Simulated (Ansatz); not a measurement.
Y (Fm-3m), tetragonal deformation path

Computed with Ansatz, DFT r2SCAN, scalar-relativistic, plane waves, PAW. Cutoff 500 eV, Γ-centred 18×18×18 k-points, Gaussian smearing of 0.15 eV. No spin polarisation. Energies are free energies at this smearing, counted from the undisturbed cell; pressure is positive in compression.

The starting cell (as given, not relaxed at this level; it stands at 3.3 GPa; this fcc form isn't the usual structure):

```xyz
1
Lattice="0.0000 2.4850 2.4850 2.4850 0.0000 2.4850 2.4850 2.4850 0.0000" Properties=species:S:1:pos:R:3 pbc="T T T"
Y     0.0000    0.0000    0.0000
```

At fixed volume and fractional coordinates, lengths along (0.000, 0.000, 1.000) are scaled against those across it; ρ is that ratio over its starting value. The cell is metallic on the mesh throughout. At ρ = 0.707 the cell becomes cubic (Im-3m), and there the slope of the energy vanishes by symmetry.

ρ, ΔE (meV/atom) and a bar:
```
    0.650       61.8 #####
    0.707       59.0 #####
    0.780       49.1 ####
    0.850       25.1 ##
    0.920        7.3 #
    0.960        1.8
    1.000        0.0
    1.050        2.8
    1.100       11.1 #
    1.200       45.9 ####
    1.300      113.0 #########
    1.414      235.8 ####################
    1.500      360.3 ##############################
```